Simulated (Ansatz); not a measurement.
SiRu$_{2}$:
```
SiRu2
1.0
    3.71211     0.00000     0.00000
    0.00000     3.71211     0.00000
    0.00000     0.00000     5.91397
Ru Si
4 2
Direct
  0.00000   0.00000   0.00000
  0.50000   0.50000   0.00000
  0.50000   0.00000   0.33524
  0.00000   0.50000   0.66476
  0.50000   0.00000   0.72619
  0.00000   0.50000   0.27381
```

Relaxed with PBEsol. Special points in fractions of this cell's reciprocal vectors: Γ (0.000, 0.000, 0.000); X (0.000, 0.500, 0.000); M (0.500, 0.500, 0.000); Z (0.000, 0.000, 0.500); R (0.000, 0.500, 0.500); A (0.500, 0.500, 0.500).

Task: List the band energies nearest the Fermi level at these points for the program Ansatz at the PBEsol with spin–orbit coupling level (PAW).

Result: In eV from the Fermi level; about four levels below and three above (degenerate sets whole), none deeper than 8.9 eV; points with the same levels are listed once.

| k | below | above |
|---|---|---|
| Γ | -1.46 -1.46 -1.46 -1.46 -0.90 -0.90 | 0.12 0.12 0.22 0.22 |
| X | -0.25 -0.25 -0.25 -0.25 | 1.50 1.50 1.50 1.50 |
| M | -1.28 -1.28 -1.28 -1.28 | 0.23 0.23 0.23 0.23 |
| Z | -1.11 -1.11 -0.53 -0.53 | 0.77 0.77 0.84 0.84 |
| R | -0.74 -0.74 -0.74 -0.74 | 0.30 0.30 0.30 0.30 |
| A | -0.97 -0.97 -0.97 -0.97 | 0.27 0.27 0.27 0.27 |

Space group P4/nmm. A made-up cell: these elements were put on the sites of a structure type; neither database checked (COD, Materials Project) lists it. Its standing as an ambient phase is unchecked. The PBEsol relaxation kept the symmetry of its start; whether a distortion lowers the energy is not shown. No spin polarisation was allowed.

Potentials: the earlier of the program's two PAW sets. The files were generated under PBE; for other functionals the program regenerates the frozen cores, and for LDA and PBEsol the local potential too.
